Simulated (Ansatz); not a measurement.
CuI in space group P4_2/mmc (No. 131; Cu on 2c, I on 2e) at seven volumes, PBE (plane waves, PAW; program Ansatz), shape and atoms relaxed at each. One row is withheld.

```
V (Å³/atom)  P (GPa)
-----------  -------
27.642          3.29
28.553          2.02
29.464             ?
30.376          0.00
31.287         -0.77
32.198         -1.44
33.110         -2.02
```

Fit the shown pressures and predict the withheld one.

P = (3/2)B₀(x^(7/2) − x^(5/2))[1 + (3/4)(B′ − 4)(x − 1)] with x = (V₀/V)^(2/3). Least squares on the six rows gives V₀ = 30.386 Å³/atom, B₀ = 28.3 GPa, B′ = 4.35. At V = 29.464, x = 1.0208 and P = 0.93 GPa. The run itself gave 0.93 GPa.

The cell is a constructed one: a structure type filled with these elements; neither database checked (COD, Materials Project) lists it. It is not the phase usual at ambient conditions (space group No. 216). Symmetry was held in the PBE relaxation; its stability against distortions is not shown here. No spin polarisation was allowed. Spin–orbit coupling is left out wherever it is not named.

Potentials: the later of the program's two PAW sets.
